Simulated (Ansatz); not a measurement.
GeS$_{2}$ in space group P4_2/nmc (No. 137; Ge on 2b, S on 4d) at seven volumes, LDA in the plane-wave PAW code Ansatz, shape and atoms relaxed at each. One row is withheld.

```json
[
 {"V (Å³/atom)": "18.876", "P (GPa)": "4.47"},
 {"V (Å³/atom)": "19.498", "P (GPa)": "2.55"},
 {"V (Å³/atom)": "20.120", "P (GPa)": "1.08"},
 {"V (Å³/atom)": "20.743", "P (GPa)": "0.00"},
 {"V (Å³/atom)": "21.365", "P (GPa)": "-0.72"},
 {"V (Å³/atom)": "21.987", "P (GPa)": "-1.25"},
 {"V (Å³/atom)": "22.609", "P (GPa)": "?"}
]
```

Q: Fit the shown pressures and predict the withheld one.

A: Third-order Birch–Murnaghan: P = (3/2)B₀(x^(7/2) − x^(5/2))[1 + (3/4)(B′ − 4)(x − 1)] with x = (V₀/V)^(2/3). Least squares on the six rows gives V₀ = 20.757 Å³/atom, B₀ = 29.67 GPa, B′ = 10.40. At V = 22.609, x = 0.9446 and P = -1.57 GPa. The run itself gave -1.53 GPa.

The first step of the workflow began from a Materials Project structure, measured or hypothetical; the Crystallography Open Database copy checked does not list it. COD files the formula under space group No. 14, 43, 82, 122, 217. Whether it is the stable phase at ambient conditions was not checked. Symmetry was held in the LDA relaxation; whether a distortion lowers the energy is not shown. A crystal of weakly bound layers computed without a dispersion correction: the cell and the soft elastic constants depend strongly on that.

Potentials: the later of the program's two PAW sets.
